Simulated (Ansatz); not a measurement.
Zr$_{5}$GeSb$_{3}$:
```yaml
crystal:
  lattice:
    - [8.66715, 0.00000, 0.00000]
    - [-4.33358, 7.50598, 0.00000]
    - [0.00000, 0.00000, 5.86472]
  atoms:
    - { symbol: Zr, position: [0.33333, 0.66667, 0.50000] }
    - { symbol: Zr, position: [0.66667, 0.33333, 0.50000] }
    - { symbol: Zr, position: [0.66667, 0.33333, 0.00000] }
    - { symbol: Zr, position: [0.33333, 0.66667, 0.00000] }
    - { symbol: Zr, position: [0.73585, 0.00000, 0.25000] }
    - { symbol: Zr, position: [0.26415, 0.00000, 0.75000] }
    - { symbol: Zr, position: [0.73585, 0.73585, 0.75000] }
    - { symbol: Zr, position: [0.26415, 0.26415, 0.25000] }
    - { symbol: Zr, position: [0.00000, 0.73585, 0.25000] }
    - { symbol: Zr, position: [0.00000, 0.26415, 0.75000] }
    - { symbol: Ge, position: [0.00000, 0.00000, 0.50000] }
    - { symbol: Ge, position: [0.00000, 0.00000, 0.00000] }
    - { symbol: Sb, position: [0.39447, 0.00000, 0.25000] }
    - { symbol: Sb, position: [0.60553, 0.00000, 0.75000] }
    - { symbol: Sb, position: [0.39447, 0.39447, 0.75000] }
    - { symbol: Sb, position: [0.60553, 0.60553, 0.25000] }
    - { symbol: Sb, position: [0.00000, 0.39447, 0.25000] }
    - { symbol: Sb, position: [0.00000, 0.60553, 0.75000] }
```

Relaxed with r²SCAN. Special points in fractions of this cell's reciprocal vectors: Γ (0.000, 0.000, 0.000); M (0.500, 0.000, 0.000); K (0.333, 0.333, 0.000); A (0.000, 0.000, 0.500); L (0.500, 0.000, 0.500); H (0.333, 0.333, 0.500).

List the band energies nearest the Fermi level at these points for r²SCAN in the plane-wave PAW code Ansatz.

In eV from the Fermi level; about four levels below and three above (degenerate sets whole), none deeper than 8.9 eV; points with the same levels are listed once.

| k | below | above |
|---|---|---|
| Γ | -1.36 -1.36 -0.92 -0.05 -0.05 | 0.99 1.36 1.36 |
| M | -1.13 -1.02 -0.37 -0.20 | 0.16 0.39 0.51 |
| K | -0.38 -0.38 -0.15 -0.15 | 0.47 0.82 1.33 |
| A | -1.21 -1.21 -1.21 -1.21 -0.33 -0.33 | 0.61 0.61 0.66 0.66 0.66 0.66 |
| L | -0.76 -0.76 -0.69 -0.69 | 0.20 0.20 0.26 0.26 |
| H | -1.03 -1.03 -1.03 -1.03 -1.00 -1.00 | 0.34 0.34 0.58 0.58 0.58 0.58 |

Space group P6_3/mcm. The workflow started from a Materials Project entry (that database holds measured and hypothetical structures alike); the Crystallography Open Database copy checked does not list it. Whether it is the stable phase at ambient conditions was not checked. The cell was relaxed with r²SCAN under the symmetry of its start; its stability against distortions is not shown here. No spin polarisation was allowed. Scalar-relativistic: spin–orbit coupling is off unless named, which matters more the heavier the elements.

Potentials: the later of the program's two PAW sets.
